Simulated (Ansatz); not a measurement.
GaN:
```xyz
2
Lattice="0.0000 2.2489 2.2489 2.2489 0.0000 2.2489 2.2489 2.2489 0.0000" Properties=species:S:1:pos:R:3 pbc="T T T"
N      3.3733     3.3733     3.3733
Ga     0.0000     0.0000     0.0000
```

Relaxed with r²SCAN. Special points in fractions of this cell's reciprocal vectors: Γ (0.000, 0.000, 0.000); X (0.500, 0.000, 0.500); U (0.625, 0.250, 0.625); K (0.375, 0.375, 0.750); L (0.500, 0.500, 0.500); W (0.500, 0.250, 0.750).

Task: List the band energies nearest the valence-band maximum at these points for plane-wave PAW r²SCAN (Ansatz code).

Result: In eV from the valence-band maximum; about four levels below and three above (degenerate sets whole), none deeper than 8.9 eV; … stands for higher levels left out; points with the same levels are listed once.

```csv
k,below,above
Γ,0.00 0.00 0.00,2.17 …
X,-6.24 -2.80 -2.80,3.77 7.30 …
U,-5.96 -4.37 -2.25,5.48 8.60 …
L,-7.19 -1.00 -1.00,5.23 9.48 …
W,-5.78 -3.82 -3.72,6.74 9.20 …
```

Space group F-43m (zinc blende). Symmetry was held in the r²SCAN relaxation; phonons on a q-mesh show no instability. Spin–orbit coupling is left out wherever it is not named.

Potentials: the later of the program's two PAW sets.
